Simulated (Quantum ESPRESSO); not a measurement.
## One change at a time to AlAu2Hf3LiNb

Calculated results; nothing here was measured. They come from Quantum ESPRESSO 7.5, a public plane-wave density functional program. Each row is one single-point run on a made-up periodic cell of eight metal atoms, with elements, volume, strain and displacements drawn at random and not relaxed, so a cell may be unstable or far from any real phase. There is no spin polarisation or spin-orbit coupling.

Settings: PBE unless stated; PseudoDojo standard norm-conserving files; Fermi-Dirac width 0.25 eV, which means electrons at about 2900 K; cutoff 1116 eV; 7 x 3 x 3 k mesh shifted half a step off Gamma. E is the free energy of the whole cell (internal energy minus TS), so a -TS column is already part of it. Stress is positive in tension, and the pressure P is minus a third of its trace.

Checks: one run of this series was repeated at a higher cutoff and on a denser mesh, which moved values by no more than 0.004 eV, 0.04 GPa and 0.007 eV/Å, and a second program with other atomic files agreed on it to 2 % rms in force and 0.5 GPa in pressure. Known limits: heavy elements are run without spin-orbit coupling, which real alloys of them have; a spin test at this wide smearing found no moment, but such smearing suppresses magnetism that the real alloy may have.

The lattice is hexagonal close-packed, and the cell vectors in Å are (-3.139, 0.000, 0.000); (0.000, 5.437, -4.926); (0.000, -5.437, -4.926), a volume of 168.14 Å³ in run 1. The elements on sites 1 to 8 are Au Nb Hf Hf Li Au Hf Al. Each later run makes one change to run 1 and keeps the rest. E is counted from run 1, and is n/a where other atomic files have another zero of energy.

```
run                           change  V (Å³)  P (GPa)  -TS (eV)  rms force (eV/Å)  largest change of a force component (eV/Å)  E (eV)
  1                             none  168.14    -6.92    -1.483             0.503                                       0.000   0.000
  2          sites 5 and 8 exchanged  168.14    -6.29    -1.544             0.536                                       0.827   0.181
  3    all lengths scaled by -1.84 %  159.03    -2.23    -1.400             0.635                                       0.363       ?
  4              LDA in place of PBE  168.14   -14.08    -1.499             0.414                                       0.451     n/a
  5                     Zr on site 2  168.14    -3.83    -1.435             0.520                                       0.695     n/a
  6  site 5 moved by +0.16 Å along x  168.14    -6.89    -1.482             0.510                                       0.225   0.025
```

## Worked estimate

Along a uniform scaling dE = -P dV. The mean of the two pressures is -4.575 GPa and the volume changes by -9.11 Å³, with 160.2 GPa to one eV/Å³. The same two rows give -V dP/dV = 84 GPa for this cell with clamped atoms, which is not the bulk modulus of a real alloy.

## Withheld value

Question: what E should run 3 give?

The estimate is -0.260 eV. The calculation gave -0.266 eV. The mean of two end points misses the curvature of P, and the finite cutoff adds a little.
